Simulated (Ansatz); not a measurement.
SiC₃:
```cif
data_C3Si
_chemical_formula_sum 'C3 Si1'
_space_group_name_H-M_alt 'P 1'
_space_group_IT_number 1
_cell_length_a 2.78338
_cell_length_b 2.78338
_cell_length_c 4.09706
_cell_angle_alpha 90.000
_cell_angle_beta 90.000
_cell_angle_gamma 90.000
loop_
_space_group_symop_operation_xyz
  'x, y, z'
loop_
_atom_site_label
_atom_site_type_symbol
_atom_site_fract_x
_atom_site_fract_y
_atom_site_fract_z
_atom_site_occupancy
C1 C 0.00000 0.00000 0.00000 1
C2 C 0.00000 0.50000 0.78938 1
Si1 Si 0.50000 0.50000 0.50000 1
C3 C 0.50000 0.00000 0.21062 1
```

Relaxed with PBEsol.

**Question.** Give the optical modes at the zone centre with their infrared activity from DFPT, PBEsol in the plane-wave PAW code Ansatz.

**Answer.** Transverse frequencies, without the LO–TO term; a row sums one degenerate level.

```tsv
ω (cm⁻¹)	degeneracy	IR ((D/Å)²/amu)	activity	symmetry
469	2	3.71	IR	E
755	2	0.55	IR	E
820	1	6.32	IR	B2
926	2	32.92	IR	E
987	1	0.00	IR-inactive	A1
1050	1	9.19	IR	B2
```

**Question.** How high does the top mode go among those that the LO–TO term moves?

**Answer.** 1008 cm⁻¹ for q along x, 1008 cm⁻¹ for q along y, 1094 cm⁻¹ for q along z.

Space group P-4m2. The start of the workflow was typed in or built on a structure type; neither database checked (COD, Materials Project) lists it. Its standing as an ambient phase is unchecked. The PBEsol relaxation kept the symmetry of its start; whether a distortion lowers the energy is not shown. Its formation energy is positive at this level, so the cell may be metastable or incomplete.

Potentials: the earlier of the program's two PAW sets. The files were generated under PBE; for other functionals the program regenerates the frozen cores, and for LDA and PBEsol the local potential too.
